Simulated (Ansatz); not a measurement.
Problem. Each is relaxed and computed with plane-wave PAW r²SCAN (Ansatz code). Which is the only one with a gap?
A. AlPt3C, anti-perovskite
B. AlCrB, Cmcm (Al on 4c, B on 4c, Cr on 4c)
C. AlMo2C, P6_3/mmc (Al on 2d, Mo on 4f, C on 2a)
D. Al2O3, R-3 (Al on 3a, Al on 3b, Al on 6c, O on 18f)

Solution. D, Al2O3, R-3 (Al on 3a, Al on 3b, Al on 6c, O on 18f). Al2O3: gap 6.89 eV (indirect); AlMo2C: metal; AlCrB: metal; AlPt3C: metal. Typed or built starts, not in the databases checked: AlMo2C, P6_3/mmc (Al on 2d, Mo on 4f, C on 2a); AlCrB, Cmcm (Al on 4c, B on 4c, Cr on 4c); AlPt3C, anti-perovskite. Not the usual ambient phase: Al2O3, R-3 (Al on 3a, Al on 3b, Al on 6c, O on 18f). Began spin-polarised and lost the moments: AlCrB, Cmcm (Al on 4c, B on 4c, Cr on 4c). All cells were relaxed under the symmetry of their starts (and spin orders); stability against distortions was not tested throughout. Rows with no word on spin ran without spin polarisation. Scalar-relativistic: spin–orbit coupling is off unless named, which matters more the heavier the elements.

Potentials: the earlier of the program's two PAW sets.
